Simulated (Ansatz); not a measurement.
CoGe (rock salt, space group No. 225) under volume change, plane-wave PAW PBE (Ansatz code), scaled uniformly.

```csv
V (Å³/atom),E − E(relaxed) (meV/atom),P (GPa)
12.701,58.8,16.39
13.120,?,?
13.539,5.8,4.57
13.957,0.0,0.00
14.376,5.2,-3.86
14.795,19.7,-7.11
15.214,?,?
```

Q: What belongs in the gaps?

A: 
- 15.214, E − E(relaxed) (meV/atom): 41.9
- 15.214, P (GPa): -9.85
- 13.120, E − E(relaxed) (meV/atom): 24.6
- 13.120, P (GPa): 9.98

Q: What does a third-order Birch–Murnaghan fit give for V₀, B₀ and B′?

A: V₀ = 13.96 Å³/atom, B₀ = 140 GPa, B′ = 4.6.

Space group Fm-3m (rock salt). The cell is a constructed one: a structure type filled with these elements; neither database checked (COD, Materials Project) lists it. Whether it is the stable phase at ambient conditions was not checked. The cell was relaxed with PBE under the symmetry of its start. At this level the phase is mechanically unstable. The workflow began spin-polarised and lost its moments. Spin–orbit coupling is left out wherever it is not named.

Potentials: the later of the program's two PAW sets.
